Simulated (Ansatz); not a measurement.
ScOF:
```
CELL_PARAMETERS angstrom
      5.15368     0.00000     0.00000
      0.00000     5.12457     0.00000
     -0.90451     0.00000     5.13438
ATOMIC_POSITIONS crystal
  Sc 0.69172 0.47202 0.28803
  Sc 0.30828 0.52798 0.71197
  Sc 0.30828 0.97202 0.21197
  Sc 0.69172 0.02798 0.78803
  O  0.54370 0.74620 0.01194
  O  0.45630 0.25380 0.98806
  O  0.45630 0.24620 0.48806
  O  0.54370 0.75380 0.51194
  F  0.94273 0.32726 0.65905
  F  0.05727 0.67274 0.34095
  F  0.05727 0.82726 0.84095
  F  0.94273 0.17274 0.15905
```

Relaxed with PBEsol. Special points in fractions of this cell's reciprocal vectors: Γ (0.000, 0.000, 0.000); Z (0.000, 0.500, 0.000); D (0.000, 0.500, 0.500); B (0.000, 0.000, 0.500); A (-0.500, 0.000, 0.500); E (-0.500, 0.500, 0.500); C2 (-0.500, 0.500, 0.000); Y2 (-0.500, 0.000, 0.000).

Q: List the band energies nearest the valence-band maximum at these points for PBEsol in the plane-wave PAW code Ansatz.

A: In eV from the valence-band maximum; about four levels below and three above (degenerate sets whole), none deeper than 8.9 eV; points with the same levels are listed once.

```csv
k,below,above
Γ,-0.55 -0.51 -0.15 -0.14,4.65 4.95 5.01
Z,-0.96 -0.96 0.00 0.00,4.80 4.80 5.53 5.53
D,-1.00 -1.00 -0.74 -0.74,5.01 5.01 5.25 5.25
B,-1.20 -1.20 -0.06 -0.06,4.98 4.98 5.47 5.47
A,-1.36 -1.36 -0.08 -0.08,4.98 4.98 5.25 5.25
E,-1.15 -1.15 -0.93 -0.93,5.00 5.00 5.13 5.13
C2,-1.27 -1.27 -0.01 -0.01,4.76 4.76 5.41 5.41
Y2,-0.61 -0.49 -0.22 -0.14,4.55 4.75 5.00
```

Space group P2_1/c. The workflow started from a Materials Project entry (that database holds measured and hypothetical structures alike); the Crystallography Open Database copy checked does not list it. Whether it is the stable phase at ambient conditions was not checked. The cell was relaxed with PBEsol under the symmetry of its start; of distortions, only those at the zone centre were tested. The run is not spin-polarised.

Potentials: the later of the program's two PAW sets.
